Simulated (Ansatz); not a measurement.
SnSb (rock salt)

```
SnSb
1.0
    0.00000     3.01957     3.01957
    3.01957     0.00000     3.01957
    3.01957     3.01957     0.00000
Sn Sb
1 1
Direct
  0.50000   0.50000   0.50000
  0.00000   0.00000   0.00000
```

The slice is a {110} plane (indices of the conventional cell) through the point (0.000, 0.000, 0.000) (fractional), spanned by u = [100] and v = [1 -1 -1] in vectors of this cell: u (4.27 Å) and v (6.04 Å, at 90° to u). It covers one period; positions are fractions (u, v).

Method: LDA (plane waves to 420 eV, PAW, scalar-relativistic; Ansatz, a first-principles code). k mesh 13×13×13. These are valence fields of a PAW run, semicore shells included where kept as valence: close to a nucleus they are smooth pseudo fields. SnSb was relaxed with its symmetry unable to fall. Spin-orbit coupling is left out, though Sb is heavy.

Problem. The ELF has a maximum in the middle third of the Sn–Sb line. Where, and how high?

Solution. 0.57, 1.7 Å from Sn.

Problem. What is the valence density on the shortest Sn–Sb line in this plane (3.02 Å), at its minimum between the atoms?

Solution. 0.26 e/Å³.

Problem. Sketch the valence electron density on this plane as a map.

Solution. 
```
|@@%#+=--:......:--=+#%@|
|%%#*+=-::......::-=+*#%|
|##*+=--::......::--=+*#|
|+++==-::..    ..::-==++|
|====--:...    ...:--===|
|=----::..      ..::----|
|----::..        ..::---|
|---:::..        ..:::--|
|---:::..        ..:::--|
|----::..        ..::---|
|===--::..      ..::--==|
|+++=--::..    ..::--=++|
|##*+=--:........:--=+*#|
|%%#*+=-::......::-=+*#%|
|@%%#+=-::......::-=+#%%|
|@@%#*=-::......::-=*#%@|
|@%%#+=-::......::-=+#%%|
|%%#*+=-::......::-=+*#%|
|##*+=--:........:--=+*#|
|+++=--::..    ..::--=++|
|===--::..      ..::--==|
|----::..        ..::---|
|---:::..        ..:::--|
|---:::..        ..:::--|
|----::..        ..::---|
|=----::..      ..::----|
|====--:...    ...:--===|
|+++==-::..    ..::-==++|
|##*+=--::......::--=+*#|
|%%#*+=-::......::-=+*#%|
|@@%#+=--:......:--=+#%@|
|@@%#+=--::....::--=+#%@|
```
Scale: ten equal steps from -1.55 (start of ' ') to 1.36 (end of '@'), in the order ' .:-=+*#%@'. Values: log₁₀ of the valence density in e/Å³. The map has 23 points along u (one character each, u = 0 at the left) and 32 along v (v = 0 in the bottom row). The scale is logarithmic, as a density can span decades between atoms and voids.
